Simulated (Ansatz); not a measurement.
# Ti₃GaF₆: settings compared (Ansatz)

Launch command:

```bash
ansatz run input.yaml --threads 1 --pin off --max-ram 2560MiB --backend cpu --events-out ev --progress --plain --runs-dir out
```

input.yaml:

```yaml
crystal:
  lattice:
    - [0.0, 3.848568, 3.848568]
    - [3.848568, 0.0, 3.848568]
    - [3.848568, 3.848568, 0.0]
  atoms:
    - { symbol: Ti, position: [0.75, 0.75, 0.75] }
    - { symbol: Ti, position: [0.25, 0.25, 0.25] }
    - { symbol: Ti, position: [0.0, 0.0, 0.0] }
    - { symbol: Ga, position: [0.5, 0.5, 0.5] }
    - { symbol: F, position: [0.2965, 0.7035, 0.7035] }
    - { symbol: F, position: [0.7035, 0.2965, 0.7035] }
    - { symbol: F, position: [0.7035, 0.2965, 0.2965] }
    - { symbol: F, position: [0.2965, 0.7035, 0.2965] }
    - { symbol: F, position: [0.7035, 0.7035, 0.2965] }
    - { symbol: F, position: [0.2965, 0.2965, 0.7035] }
  symmetry: { tolerance: 0.0003 }
kpoints:
  mp_grid: { grid: [4, 4, 4], shift: [0, 0, 0] }
magnetization:
  spin_polarized: false
scf:
  occupations: { method: fermi_dirac }
hamiltonian:
  pseudopotentials: { kind: paw }
  xc: pbe
basis:
  ecutwfc: 420
output:
  forces: true
  stress: true
  eigenvalues: true
```

Origin of the cell: a known structure type with other elements, at an estimated volume, so it need not be a known compound.

The smearing width isn't typed, so it takes its default of 0.1 eV.

Output of this run (shortened):

```
Pseudopotentials: kind: paw
Pseudopotential: Ti, paw, valence charge 12, recommended cutoff 420 eV (normal), Ti.paw.azcp
Pseudopotential: Ga, paw, valence charge 13, recommended cutoff 420 eV (normal), Ga.paw.azcp
Pseudopotential: F, paw, valence charge 7, recommended cutoff 420 eV (normal), F.paw.azcp
Functional definition: PBE
  exchange = pbe_x(kappa = kappa, mu = beta*pi^2/3)
  correlation = pbe_c(beta = beta)
Crystal: 10 atoms, lattice volume = 114.006 Å³
Basis set: ecut = 420 eV, 2229 PW (Γ), exchange–correlation on 80×80×80 points (8 copies of the dense FFT grid, shifted against one another)
Bands: 56, of which v1, the nominal top of the filled ones, is band 46 counted from 1 (45 counted from 0)
Symmetry: 48 space group operations
Space group: Fm-3m (ITA 225), of the structure as read, at distance tolerance 1.5e-3 Å
[… 7 lines left out …]
Initial density: superposition of atomic densities (neutral atoms: chi_scale 0, normalization atom), corrected by the library's trained network
Functional: x = pbe(κ = 0.804, μ = 0.219515), c = pbe(β = 0.066725)
SCF iter   1: F=—  HF=-16116.827153 eV  Δρ=2.71e-2  dr2=1.73e0
SCF iter   2: F=—  HF=-16116.777725 eV  Δρ=1.34e-2  dr2=4.70e-1
SCF iter   3: F=—  HF=-16116.761352 eV  Δρ=3.01e-3  dr2=1.50e-2
SCF iter   4: F=—  HF=-16116.759240 eV  Δρ=1.50e-3  dr2=2.80e-3
SCF iter   5: F=—  HF=-16116.758712 eV  Δρ=7.33e-4  dr2=1.24e-3
SCF iter   6: F=—  HF=-16116.758610 eV  Δρ=2.49e-4  dr2=1.82e-4
SCF iter   7: F=—  HF=-16116.758582 eV  Δρ=7.09e-5  dr2=5.19e-6
SCF iter   8: F=—  HF=-16116.758720 eV  Δρ=2.18e-5  dr2=5.33e-7
SCF iter   9: F=-16116.758720 eV  HF=-16116.758720 eV  Δρ=5.80e-6  dr2=3.06e-8
SCF 1 converged in 9 iterations: F = -16116.758720 eV  dr2 = 3.06e-8
SCF converged after 9 iterations
Free energy (F): -16116.758720 eV
Harris-Foulkes:  -16116.758720 eV  (|F-HF|=8.00e-10)
Internal energy: -16116.139705 eV  (E = F + TS)
E sigma→0 (E₀):  -16116.449212 eV
Entropy (-TS):   -0.619016 eV (-61.902 meV/atom)
Fermi energy:    12.468802 eV
--- Per-component energies (eV) ---
  E_band       = -625.237389
  E_kinetic    = 2214.087941
  E_local      = -8716.417111  (includes V_loc(G=0)·N_el)
  E_nonlocal   = 936.214382
  E_hartree    = 3667.933820
  E_xc         = -841.377954
  E_vxc        = -1039.643905  (∫ρ·V_xc dr)
  E_paw        = -6360.765365  (= ΣΔE_a)
  E_vpaw       = -1355.360253  (= ΣTr[D̂ρ^β])
  E_aug_tail   = 0.012709  (compensation charges beyond the density's cutoff)
  E_ewald      = -7015.828129
  E_smearing   = -0.619016  (= −TS)
  Σ components = -16116.758720   (vs F -16116.758720, Δ=0.00e0)
--- Forces (eV/Å), atoms counted from 1 ---
  atom   1  Ti     0.000000     0.000000     0.000000
  atom   2  Ti    -0.000000    -0.000000     0.000000
  atom   3  Ti    -0.000000     0.000000     0.000000
[… 2 lines left out …]
  atom   6  F      0.000000    14.227117    -0.000000
  atom   7  F    -14.227117     0.000000    -0.000000
  atom   8  F     -0.000000   -14.227117     0.000000
  atom   9  F      0.000000    -0.000000    14.227117
  atom  10  F      0.000000    -0.000000   -14.227117
  max |Σ_I F_I| component: 8.88e-15 eV/Å
--- Stress (GPa, compression-positive) ---
       66.500097       0.000000      -0.000000
        0.000000      66.500097      -0.000000
       -0.000000      -0.000000      66.500097
  P = ⅓ Tr σ = 66.5001 GPa (665.001 kbar)
```

The same input was run again with these changes:

1. `hamiltonian.pseudopotentials` { kind: paw } → { kind: nc, accuracy: standard }
2. `hamiltonian.dispersion` default → d3bj
3. `scf.convergence.dr2_threshold` default → 1.0e-09; `hamiltonian.xc` pbe → lda
4. `scf.occupations.width` default → 0.3; `hamiltonian.hubbard` default → { sites: [{ species: Ti, l: d, u_eff: 2.0 }], double_counting: fll }

| run | end | SCF iterations | P (GPa) | max force component (eV/Å) | moment (μB) | ΔE(σ→0) (meV/atom) |
| --- | --- | --- | --- | --- | --- | --- |
| base | converged | 9 | 66.50 | 14.227 | – | 0 |
| 1 | converged | 15 | 83.05 | 18.394 | – | – |
| 2 | converged | 9 | 63.41 | 14.225 | – | – |
| 3 | converged | 11 | 53.33 | 13.257 | – | – |
| 4 | converged | 18 | 69.96 | 14.303 | – | – |

Energies are compared only where functional, datasets, charge and starting cell are the same.

Not properties of the system: run 4 (too coarse or loose: `scf.occupations.width` = 0.3).

Caveats of the base run: no moments, though an odd count or open d shells may carry them; the given cell is far from equilibrium, with atoms too close or a volume far off; the k mesh is coarse if the cell is a metal.

Run 1: the cutoff lies below the datasets' advice.
Run 4: wide smearing.

The base run took 3.1 s on 1 thread of Intel(R) Xeon(R) 6975P-C (Granite Rapids), with other jobs on the host, peak memory 0.45 GiB, from the program's own first density.
